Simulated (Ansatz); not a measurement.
## Ti: clamped-ion strain scan

All numbers below come from DFT r2SCAN, scalar-relativistic, plane waves, PAW in Ansatz 0.2.0. Cutoff 500 eV, Γ-centred 20×20×20 k-points, Gaussian smearing of 0.15 eV. No spin polarisation. Energies are free energies at this smearing, counted from the undisturbed cell; pressure is positive in compression.

The undisturbed cell (as given, not relaxed at this level; it stands at -2.8 GPa; this bcc form isn't the usual structure):

```
Ti
1.0
    -1.64100    1.64100    1.64100
     1.64100   -1.64100    1.64100
     1.64100    1.64100   -1.64100
Ti
1
Cartesian
  0.0000 0.0000 0.0000
```

The cell is strained by ε times the Voigt pattern (0, 1, 0, 0, 0, 0) (xx, yy, zz, yz, xz, xy; engineering shear) with fractional coordinates fixed. The cell is metallic on the mesh throughout.

| ε | ΔE (meV/atom) |
| --- | --- |
| -0.1500 | 100.1 |
| -0.1125 | 36.0 |
| -0.0750 | 3.8 |
| -0.0375 | -5.5 |
| 0.0000 | 0.0 |
| 0.0375 | 17.1 |
| 0.0750 | 43.5 |
| 0.1125 | 77.8 |
| 0.1312 | 97.8 |
| 0.1500 | 119.8 |